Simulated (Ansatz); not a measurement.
# Relaxing Y

Computed with Ansatz, DFT r2SCAN, scalar-relativistic, plane waves, PAW. Cutoff 500 eV, Γ-centred k mesh, Gaussian smearing, no spin polarisation in the final step.

The start puts Y on the alpha-boron structure type (R-3m, No. 166), at a guessed volume.

```
CELL_PARAMETERS angstrom
4.17120 2.40825 7.11358
-4.17120 2.40825 7.11358
0.00000 -4.81649 7.11358
ATOMIC_POSITIONS crystal
Y 0.01019 0.65361 0.01019
Y 0.01019 0.01019 0.65361
Y 0.65361 0.01019 0.01019
Y 0.98981 0.34639 0.98981
Y 0.34639 0.98981 0.98981
Y 0.98981 0.98981 0.34639
Y 0.22118 0.63060 0.22118
Y 0.22118 0.22118 0.63060
Y 0.63060 0.22118 0.22118
Y 0.77882 0.36940 0.77882
Y 0.36940 0.77882 0.77882
Y 0.77882 0.77882 0.36940
```

Steps on the 3×3×3 mesh (12 atoms). 11 of 13 steps are shown, and the free energy counts from the last. Trial steps that were taken back and renewals of the plane-wave basis can be among the rows.

| step | ΔF (meV/atom) | V (Å³/atom) | P (GPa) | largest force component (eV/Å) |
| --- | --- | --- | --- | --- |
| 1 | 808.1 | 35.73 | 9.47 | 2.438 |
| 2 | 467.5 | 39.70 | 3.65 | 0.663 |
| 3 | 342.5 | 42.21 | 1.45 | 0.643 |
| 4 | 227.6 | 43.56 | 0.24 | 0.661 |
| 5 | 114.2 | 42.96 | -0.37 | 0.574 |
| 6 | 32.5 | 41.65 | -0.41 | 0.212 |
| 8 | 4.9 | 39.50 | 0.08 | 0.127 |
| 9 | 2.7 | 39.38 | 0.32 | 0.032 |
| 10 | 0.8 | 39.38 | 0.34 | 0.032 |
| 12 | 0.1 | 39.89 | 0.02 | 0.009 |
| 13 | 0.0 | 39.89 | 0.02 | 0.009 |

A final relaxation ran on a 6×6×6 mesh. The relaxed crystal, R-3m (No. 166):

Space group R-3m:H (No. 166). a = 7.746 Å, b = 7.746 Å, c = 27.639 Å, α = 90.00°, β = 90.00°, γ = 120.00°
| atom | site | symmetry | x | y | z |
| --- | --- | --- | --- | --- | --- |
| Y | 18h | .m | 0.1750 | 0.8250 | 0.8956 |
| Y | 18h | .m | 0.5283 | 0.4717 | 0.6927 |

For Y, the volume per atom is 39.90 Å³, the density is 3.70 g/cm³ and the gap on the 6×6×6 mesh is 0 eV (a metal).

The final run used a 6×6×6 mesh on its 12-atom cell and 0.10 eV smearing.

Symmetry constrained the relaxation, so the result can be a saddle point.